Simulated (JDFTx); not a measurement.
```json
{
  "surface": "AlRu(111), Al outermost, slab composition Al6Ru5",
  "bulk": "AlRu, Pm-3m, lattice of mp-542569 (not re-optimised)",
  "slab": "11 atoms in 11 planes, 1x1, 8.5 Å between the outermost planes",
  "in-plane cell": "4.218 × 4.218 Å, 15.41 Å²",
  "cell_height": "24.6 Å",
  "sampling": "6×6×1 k mesh, Fermi smearing 0.01 Ha, no spin polarisation"
}
```

Whether this polymorph is the ambient one wasn't checked.

Profiles through the double layer of this slab, charged, in soft-sphere model, water, 1 M KF; PBE, GBRV ultrasoft potentials, plane waves to 20/100 Ha, JDFTx (a modified build). z is the height above the outermost atoms, φ the plane-averaged electrostatic potential energy of an electron (zero in the bulk liquid), ρ_b the bound charge of solvent and ions, s the cavity shape function (0 in the solid, 1 in the liquid).

```tsv
z (Å)	n (e/Å³)	s	φ (eV)	ρ_b (10⁻³ e/Å³)
0.98	0.0549	0.02	-1.413	-2.69
1.44	0.0220	0.16	-0.597	-1.56
1.89	0.0077	0.45	-0.098	-3.13
2.35	0.0026	0.82	-0.033	1.11
2.80	0.0008	1.00	-0.028	0.90
3.26	0.0003	1.00	-0.024	0.30
3.71	0.0001	1.00	-0.020	0.09
4.17	0.0000	1.00	-0.017	0.02
4.63	0.0000	1.00	-0.015	0.00
5.08	0.0000	1.00	-0.013	0.00
5.54	0.0000	1.00	-0.011	-0.01
5.99	0.0000	1.00	-0.010	-0.01
6.45	0.0000	1.00	-0.008	0.00
6.90	0.0000	1.00	-0.007	0.00
7.36	0.0000	1.00	-0.006	0.00
7.81	0.0000	1.00	-0.005	0.00
```

Problem. Is the electrode positively or negatively charged, and roughly by how much?

Solution. Positively: σ = 8.6 μC/cm² per face. The liquid's bound charge is of the opposite sign overall, and far from the surface φ decays with the screening length (3.0 Å).
